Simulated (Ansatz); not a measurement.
**Ga4As3P (ordering on zincblende): the band gap by level of theory**

All numbers come from the PAW code Ansatz. No magnetic order and no zero-point or thermal motion; the cell was built from a prototype and may be hypothetical.

The cell is Ga4As3P as one 8-atom ordering (I-42m) on the zincblende lattice; cell and atoms were relaxed with r2SCAN. Space group I-42m (No. 121), tetragonal; conventional cell a = 5.612 Å, c = 11.221 Å, 22.09 Å³ an atom. Around P lie 4 Ga at 2.38 Å; around Ga lie 1 P at 2.38 Å and 3 As at 2.44–2.46 Å; around As lie 4 Ga at 2.44 Å; around As lie 4 Ga at 2.46 Å.

Relaxed lattice by functional, symmetry kept:
```json
{"functional": "PBE", "k mesh": "6×6×6", "a (Å)": "5.684", "c (Å)": "11.365", "volume (Å³/atom)": "22.95"}
{"functional": "r2SCAN", "k mesh": "6×6×6", "a (Å)": "5.612", "c (Å)": "11.221", "volume (Å³/atom)": "22.09"}
```

Gaps on the r2SCAN cell, each the least over its mesh and the special points:
```
  level  k mesh  gap (eV)    kind  edges  least direct gap (eV)
    PBE   6×6×6      0.79  direct      Γ                   0.79
PBE+SOC   6×6×6      0.70  direct      Γ                   0.70
 r2SCAN   6×6×6      1.29  direct      Γ                   1.29
  HSE06   4×4×4      1.69  direct      Γ                   1.69
   PBE0   4×4×4      2.28  direct      Γ                   2.28
```
PBE, PBE+SOC: smearing of 0.02 eV; the others have fixed occupations.
Wave cutoffs: 420 eV, 500 eV (r2SCAN).

The HSE06 gap is direct at Γ: 1.69 eV. Spin-orbit coupling changes the PBE gap by -0.09 eV, to 0.70 eV.

r2SCAN covers 56 % of the step from PBE to HSE06. For gaps to 0.1 eV, spin-orbit coupling (up to 0.09 eV here) is at the margin. All these functionals give a gap of the same kind, direct.

Only the levels marked +SOC include spin-orbit coupling.
